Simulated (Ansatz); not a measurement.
Be:
```
CELL_PARAMETERS angstrom
      2.22630     0.00000     0.00000
     -1.11315     1.92803     0.00000
      0.00000     0.00000     3.51646
ATOMIC_POSITIONS crystal
  Be 0.33333 0.66667 0.75000
  Be 0.66667 0.33333 0.25000
```

Relaxed with LDA. Special points in fractions of this cell's reciprocal vectors: Γ (0.000, 0.000, 0.000); M (0.500, 0.000, 0.000); K (0.333, 0.333, 0.000); A (0.000, 0.000, 0.500); L (0.500, 0.000, 0.500); H (0.333, 0.333, 0.500).

Task: List the band energies nearest the Fermi level at these points for DFT-LDA in the program Ansatz with PAW potentials.

Result: In eV from the Fermi level; about four levels below and three above (degenerate sets whole), none deeper than 8.9 eV; … stands for higher levels left out; points with the same levels are listed once.

```tsv
k	below	above
Γ	-4.68	1.30 …
M	-5.18 -3.15	3.64 6.63 …
K	-2.60 -1.01 -1.01	…
A	–	10.92 10.92 …
L	-3.80 -3.80	1.79 1.79 …
H	-1.23 -1.23	0.31 0.31 …
```

Space group P6_3/mmc (hcp (Mg type)). The LDA relaxation kept the symmetry of its start.

Potentials: the later of the program's two PAW sets.
